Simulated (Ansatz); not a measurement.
With the program Ansatz at the PBEsol level (PAW), SiO2 in the trigonal phase (P3_121; Si on 3b, O on 6c) relaxes to a = 4.948 Å, c = 5.441 Å. Si has 4 nearest neighbours from 1.62 Å (tetrahedral); O has 2 nearest neighbours from 1.62 Å (bent). Against the elements it lies at -2808 meV/atom, with no fitted shifts.

The Kohn–Sham gap is 5.72 eV (indirect). The valence maximum lies at K and the conduction minimum at Γ. The screened hybrid HSE06 puts the gap at 7.68 eV. The electron mass is 0.50 mₑ (isotropic).

The bulk modulus is 31.5 GPa. The relaxed-ion elastic constants in GPa are C11 = 76.0, C12 = 4.8, C13 = 8.5, C14 = -17.7, C33 = 93.4, C44 = 53.3. The elastic constants imply a Debye temperature near 542 K. Perturbation theory gives ε∞ = 2.49 (xx = yy), 2.52 (zz). Born charges are Si +3.37, O -1.68 e.

The PBEsol relaxation kept the symmetry of its start. The references are the lowest solids computed at this level, not always the standard phases (solids in place of the gases).

Potentials: the later of the program's two PAW sets.
